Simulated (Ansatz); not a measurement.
BN in space group P6_3/mmc (No. 194; B on 2d, N on 2c), LDA (plane waves, PAW; program Ansatz). The conduction-band minimum lies at M, with 3 equivalent valleys. Second derivatives d²E/dk² of the lowest band at one valley (eV·Å²), along Cartesian directions:

```json
[
 {"direction": "[100]", "d²E/dk²": "3.713"},
 {"direction": "[010]", "d²E/dk²": "29.69"},
 {"direction": "[001]", "d²E/dk²": "2.154"},
 {"direction": "[110]", "d²E/dk²": "16.70"},
 {"direction": "[101]", "d²E/dk²": "2.932"},
 {"direction": "[011]", "d²E/dk²": "15.92"}
]
```

Q: Find the principal effective masses, the density-of-states mass and the conductivity mass.

A: Off-diagonal terms follow from H_xy = H[110] − (H_xx + H_yy)/2, and m*/mₑ = 7.620 eV·Å² over each eigenvalue: 0.26, 2.1, 3.5. One valley's DOS mass (m₁m₂m₃)^(1/3) = 1.2, conductivity mass 3/(Σ 1/mᵢ) = 0.64 mₑ.

Q: What effective density of states Nc follows at 300 K for parabolic valleys?

A: Nc = 2.509e19 × 3 × (1.2)^(3/2) ≈ 9.9e19 cm⁻³.

Q: With the computed static dielectric constant 5.57 (mean of the diagonal), estimate a hydrogenic donor's binding energy and radius.

A: E = 13.606 eV × 0.64/5.57² ≈ 280 meV; a = 0.529 Å × ε/m* ≈ 4.6 Å. Semilocal masses tend to be too small where the gap is.

The LDA relaxation kept the symmetry of its start; phonons on a q-mesh show no instability. A crystal of weakly bound layers computed without a dispersion correction: the cell and the soft elastic constants depend strongly on that.

Potentials: the earlier of the program's two PAW sets.
